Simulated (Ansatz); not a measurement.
Input:

BaTl2:
```cif
data_Ba2Tl4
_chemical_formula_sum 'Ba2 Tl4'
_space_group_name_H-M_alt 'P63/mmc'
_space_group_IT_number 194
_space_group_name_Hall '-P 6c 2c'
_cell_length_a 5.29438
_cell_length_b 5.29438
_cell_length_c 8.54923
_cell_angle_alpha 90.000
_cell_angle_beta 90.000
_cell_angle_gamma 120.000
loop_
_atom_site_label
_atom_site_type_symbol
_atom_site_symmetry_multiplicity
_atom_site_Wyckoff_symbol
_atom_site_fract_x
_atom_site_fract_y
_atom_site_fract_z
_atom_site_occupancy
Ba1 Ba 2 b 0.00000 0.00000 0.25000 1
Tl1 Tl 4 f 0.33333 0.66667 0.04572 1
```

This is the r²SCAN-relaxed structure.

**Question.** All from the program Ansatz at the r²SCAN level (PAW), unless another level is named. Give the density of states at the Fermi level.

**Answer.** 0.09 states/eV per atom (mean over ±0.08 eV).

**Question.** Give the formation energy from the elements (no fitted shifts).

**Answer.** -0.52 eV/atom.

Space group P6_3/mmc. The first step of the workflow began from a Materials Project structure, measured or hypothetical; the Crystallography Open Database copy checked does not list it. Its standing as an ambient phase is unchecked. The r²SCAN relaxation kept the symmetry of its start; whether a distortion lowers the energy is not shown. The references are the lowest solids computed at this level, not always the standard phases. Spin–orbit coupling is left out wherever it is not named.

Potentials: the later of the program's two PAW sets.
